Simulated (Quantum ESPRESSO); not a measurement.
pw.x input (Quantum ESPRESSO 7.5; PBEsol, PseudoDojo standard norm-conserving files, scalar-relativistic):

```
&CONTROL
  calculation = 'scf'
  pseudo_dir = './pseudo'
  outdir = './out'
  tprnfor = .true.
  tstress = .true.
/
&SYSTEM
  ibrav = 0
  nat = 10
  ntyp = 4
  ecutwfc = 74.0
  ecutrho = 296.0
  occupations = 'smearing'
  smearing = 'fd'
  degauss = 0.002
  nbnd = 48
/
&ELECTRONS
  conv_thr = 1e-09
/
ATOMIC_SPECIES
Cl 35.4500 Cl.upf
K 39.0983 K.upf
Y 88.9058 Y.upf
Cs 132.9055 Cs.upf
CELL_PARAMETERS angstrom
  0.000000000000   5.677465000000   5.677465000000
  5.677465000000   0.000000000000   5.677465000000
  5.677465000000   5.677465000000   0.000000000000
ATOMIC_POSITIONS crystal
Cl   0.767080000000   0.232920000000   0.232920000000
Cl   0.232920000000   0.767080000000   0.767080000000
Cl   0.232920000000   0.767080000000   0.232920000000
Cl   0.767080000000   0.232920000000   0.767080000000
Cl   0.232920000000   0.232920000000   0.767080000000
Cl   0.767080000000   0.767080000000   0.232920000000
K   0.500000000000   0.500000000000   0.500000000000
Y   0.000000000000   0.000000000000   0.000000000000
Cs   0.750000000000   0.750000000000   0.750000000000
Cs   0.250000000000   0.250000000000   0.250000000000
K_POINTS automatic
4 4 4 0 0 0
```

End of the output:

```
     total energy              =    -432.92405630 Ry
     estimated scf accuracy    <       0.00000045 Ry
     total energy              =    -432.92405653 Ry
     estimated scf accuracy    <       0.00000001 Ry
     total energy              =    -432.92405657 Ry
     estimated scf accuracy    <          6.2E-09 Ry
[...]
     the Fermi energy is     2.8686 ev
!    total energy              =    -432.92405657 Ry
     estimated scf accuracy    <          8.2E-11 Ry
     smearing contrib. (-TS)   =       0.00000000 Ry
     internal energy E=F+TS    =    -432.92405657 Ry
     The total energy is F=E-TS. E is the sum of the following terms:
     one-electron contribution =    -144.31050519 Ry
     hartree contribution      =      97.22096288 Ry
     xc contribution           =    -109.30493904 Ry
     ewald contribution        =    -276.52957522 Ry
     convergence has been achieved in  10 iterations
     Forces acting on atoms (cartesian axes, Ry/au):
     atom    1 type  1   force =    -0.00641160    0.00000000    0.00000000
     atom    2 type  1   force =     0.00641160    0.00000000   -0.00000000
     atom    3 type  1   force =     0.00000000   -0.00641160    0.00000000
     atom    4 type  1   force =     0.00000000    0.00641160    0.00000000
     atom    5 type  1   force =     0.00000000    0.00000000   -0.00641160
     atom    6 type  1   force =     0.00000000    0.00000000    0.00641160
     atom    7 type  2   force =     0.00000000   -0.00000000    0.00000000
     atom    8 type  3   force =     0.00000000    0.00000000    0.00000000
     atom    9 type  4   force =     0.00000000   -0.00000000    0.00000000
     atom   10 type  4   force =     0.00000000    0.00000000    0.00000000
     Total force =     0.015705     Total SCF correction =     0.000026
     Computing stress (Cartesian axis) and pressure
          total   stress  (Ry/bohr**3)                   (kbar)     P=      -12.90
  -0.00008768  -0.00000000   0.00000000          -12.90       -0.00        0.00
  -0.00000000  -0.00008768   0.00000000           -0.00      -12.90        0.00
   0.00000000   0.00000000  -0.00008768            0.00        0.00      -12.90
```
In a gapped system the printed Fermi energy is only some level inside the gap.

Geometry of the Materials Project entry, not relaxed at this level.
